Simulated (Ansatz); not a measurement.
# Energy landscape of GaP

40 relaxations of GaP ended in 21 distinct structures; the lowest 14 are listed. The numbers are results of r2SCAN (plane waves to 500 eV, PAW, scalar-relativistic; Ansatz, a quantum-chemistry and plane-wave program), not measurements.

| # | space group | Pearson | type | E − E(lowest) (eV/atom) | V (Å³/atom) | gap (eV, no SOC) | coordination | runs ending here |
|---|---|---|---|---|---|---|---|---|
| 1 | F-43m | cF8 | zinc blende type | 0.000 | 20.25 | 1.85 | P 4 (tetrahedral), Ga 4 (tetrahedral) | 9 |
| 2 | P6₃mc | hP12 | AFLOW prototype AB_hP12_186_a2b_a2b (B6, as in SiC) | 0.003 | 20.25 | 1.81 | – | 1 |
| 3 | P6₃mc | hP8 | AFLOW prototype AB_hP8_186_ab_ab (B5, as in SiC) | 0.004 | 20.25 | 1.79 | – | 2 |
| 4 | P6₃mc | hP4 | wurtzite type | 0.010 | 20.26 | 1.74 | Ga 4 (tetrahedral), P 4 (tetrahedral) | 3 |
| 5 | R-3m | hR4 | – | 0.152 | 20.37 | 1.02 | – | 1 |
| 6 | Pnma | oP8 | – | 0.198 | 23.66 | 1.24 | – | 1 |
| 7 | P6₂22 | hP6 | – | 0.257 | 18.37 | 0.60 | – | 4 |
| 8 | P2 | mP8 | – | 0.43 | 19.16 | 0.00 | – | 1 |
| 9 | Fm-3m | cF8 | rock salt type | 0.50 | 16.77 | 0.00 | Ga 6 (octahedral), P 6 (octahedral) | 3 |
| 10 | P6₃/mmc | hP4 | NiAs type | 0.54 | 16.92 | 0.00 | Ga 6 (octahedral), P 6 (trigonal prismatic) | 2 |
| 11 | P-1 (nearly C2/m) | aP4 | – | 0.63 | 17.84 | 0.00 | – | 1 |
| 12 | P4/mmm | tP2 | – | 0.65 | 16.88 | 0.00 | – | 2 |
| 13 | P-6m2 | hP2 | AFLOW prototype AB_hP2_187_d_a (B_h, as in WC) | 0.67 | 17.46 | 0.00 | – | 1 |
| 14 | Cmm2 | oS12 | – | 0.70 | 20.68 | 0.00 | – | 1 |

Coordination numbers (neighbours up to the widest gap in distance over summed covalent radii, below 1.35; n+m marks a second, longer set; metal–metal contacts left out). F-43m, cF8, zinc blende type is the lowest among the structures calculated here.

GaP has the cubic space group F-43m (No. 216), the zinc blende structure, Pearson symbol cF8. Conventional cell: a = b = c = 5.452 Å, α = β = γ = 90.00°. P on 4a sees 4 Ga at 2.361 Å (tetrahedral). Ga on 4d is surrounded by 4 P at 2.361 Å (tetrahedral). (Neighbours: up to the widest gap in distance over summed covalent radii, below 1.35, at either atom; cation-cation and far metal-metal contacts left out.)
(The calculation used a cell of 2 atoms; values per cell refer to that cell.)

 2 generated cells of layers, chains or molecules, poorly bound without dispersion, are left out. Each run could gain symmetry but not lose that of its start, so entries can be saddle points. From databases, or of a type measured for this composition: F-43m, cF8, zinc blende type; the others are generated cells (placed on structure types, drawn at random, substituted or restacked) that were not matched to a known phase here. Static energies at zero pressure. Each cell has its own k-point mesh; energy differences are given only to the digits this allows. No spin polarisation in the result. Gaps of cells over 8 atoms come from the SCF mesh and high-symmetry points alone.
